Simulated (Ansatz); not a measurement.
Be₂C (fluorite or antifluorite type) was relaxed and computed twice in Ansatz (plane waves, PAW), once with HSE06 and once with PBE.

|  | run 1 | run 2 |
|---|---|---|
| cell | a = 4.3277 Å, b = 4.3277 Å, c = 4.3277 Å, α = 90.00°, β = 90.00°, γ = 90.00° | a = 4.3053 Å, b = 4.3053 Å, c = 4.3053 Å, α = 90.00°, β = 90.00°, γ = 90.00° |
| gap (eV) | 1.17 | 1.92 |
| B₀ by P(V) fit (GPa) | 202 | 213 |

### Question
Which run used which functional?

### Answer
Run 1 is PBE, run 2 is HSE06.

All cells were relaxed under the symmetry of their starts (and spin orders); stability against distortions was not tested throughout.

Potentials: the earlier of the program's two PAW sets.

Ansatz (a quantum-chemistry and plane-wave program) is a plane-wave DFT program.
